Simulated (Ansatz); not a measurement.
Method: DFT, PBEsol, plane waves (420 eV) with PAW, scalar-relativistic in Ansatz. The PAW files were generated under PBE, with cores re-solved for the functional.

An element in the fcc structure gives this curve. The cell is scaled uniformly from the relaxed one, with fractional coordinates and shape fixed. Energies are extrapolated to zero smearing, pressures are those at the given smearing. Magnetic state: spin not included.

```csv
V (Å³/atom),E − E₀ (meV/atom),P (GPa)
17.728,15.0,2.20
18.534,6.3,1.35
19.340,1.5,0.63
20.145,0.0,0.03
20.951,1.3,-0.47
21.757,4.8,-0.90
22.563,10.4,-1.25
```

**Question.** Which element is it?
A. lithium
B. tantalum
C. germanium
D. hafnium

**Answer.** A. Its fit is V₀ = 20.16 Å³/atom, B₀ = 13.7 GPa, B₀′ = 3.3.
